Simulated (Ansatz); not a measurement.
Values for one crystal, relaxed and computed with the program Ansatz at the r²SCAN level (PAW); other levels are named.

```yaml
volume_per_atom: 12.63 Å³
electronic_character: metallic (no gap)
Pressure derivative B′: 4.4
Formation energy from the elements (no fitted shifts): -0.59 eV/atom
Density of states at the Fermi level: 0.38 states/eV per atom (mean over ±0.08 eV)
Bulk modulus (Birch–Murnaghan fit): 190 GPa
```

**Question.** Pick the material that matches.
A) NbB2, P6/mmm (Nb on 1a, B on 2d)
B) NbSi2, P6_222 (Nb on 3c, Si on 6i)
C) NbAlB, Cmcm (Al on 4c, B on 4c, Nb on 4c)
D) EuSi, Cmcm (Eu on 4c, Si on 4c)

**Answer.** C, NbAlB, Cmcm (Al on 4c, B on 4c, Nb on 4c)

The start of the workflow was typed in or built on a structure type; neither database checked (COD, Materials Project) lists it. Whether it is the stable phase at ambient conditions was not checked. The cell was relaxed with r²SCAN under the symmetry of its start; whether a distortion lowers the energy is not shown. The run is not spin-polarised. The references are the lowest solids computed at this level, not always the standard phases. Spin–orbit coupling is left out wherever it is not named.

Potentials: the later of the program's two PAW sets.
